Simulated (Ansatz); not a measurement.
Given:

KTaO₃ (cubic perovskite)

```cif
data_KO3Ta
_chemical_formula_sum 'K1 Ta1 O3'
_space_group_name_H-M_alt 'Pm-3m'
_space_group_IT_number 221
_space_group_name_Hall '-P 4 2 3'
_cell_length_a 3.98419
_cell_length_b 3.98419
_cell_length_c 3.98419
_cell_angle_alpha 90.000
_cell_angle_beta 90.000
_cell_angle_gamma 90.000
loop_
_atom_site_label
_atom_site_type_symbol
_atom_site_symmetry_multiplicity
_atom_site_Wyckoff_symbol
_atom_site_fract_x
_atom_site_fract_y
_atom_site_fract_z
_atom_site_occupancy
K1 K 1 a 0.00000 0.00000 0.00000 1
Ta1 Ta 1 b 0.50000 0.50000 0.50000 1
O1 O 3 c 0.00000 0.50000 0.50000 1
```

This relaxed cell (volume V₀) is scaled evenly in all directions, its shape held. Symmetry pins the atoms to their sites.

Computed with PBEsol (plane waves to 420 eV, PAW, scalar-relativistic; Ansatz, a first-principles code). k mesh 8×8×8 (Γ-centred), Fermi-Dirac smearing 0.05 eV. Energies are smeared free energies. Stress and pressure are positive under compression. KTaO3 is run without spin polarisation. KTaO3 was relaxed with its symmetry unable to fall. Spin-orbit coupling is left out, though Ta is heavy. The PAW data are Ansatz's earlier set. ΔE is measured from the relaxed starting cell.

The scan covers V/V₀ from 0.940 to 1.060 in 13 points.

**Question.** What bulk modulus B₀ follows from a third-order Birch-Murnaghan fit?

**Answer.** 204 GPa.

**Question.** What is the fitted pressure derivative B₀′?

**Answer.** 4.5.

(A scan under strain: stresses follow from slopes of the energy per volume, elastic moduli from its curvatures.)
